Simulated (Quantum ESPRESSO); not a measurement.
```xyz
2
Lattice="0.0000 2.2859 2.2859 2.2859 0.0000 2.2859 2.2859 2.2859 0.0000" Properties=species:S:1:pos:R:3 pbc="T T T"
Na     0.0000     0.0000     0.0000
F      2.2859     2.2859     2.2859
```
The geometry is a computed Materials Project entry, not a measured one. It is NaF in Fm-3m. Stability against distortions was not tested.

With PBE (σ by GIPAW in a modified build of Quantum ESPRESSO; JTH PAW datasets, 30 Ha):

```tsv
quantity	PBE
σ_iso Na (ppm)	534.0
σ_iso F (ppm)	384.8
```

These are absolute shieldings with no macroscopic susceptibility term; δ = σ_ref − σ needs a reference computed alike. By our sweeps, such settings leave a few ppm in absolute σ. No d partial waves on Na: the paramagnetic term there is incompletely reconstructed. Static lattice: thermal averaging is not included.

Question: What does the LDA, on its own JTH datasets and the same geometry, give?

Answer: 
```json
[
 {"quantity": "σ_iso Na (ppm)", "LDA": "523.7", "LDA − PBE": "-10.3"},
 {"quantity": "σ_iso F (ppm)", "LDA": "370.4", "LDA − PBE": "-14.4"}
]
```
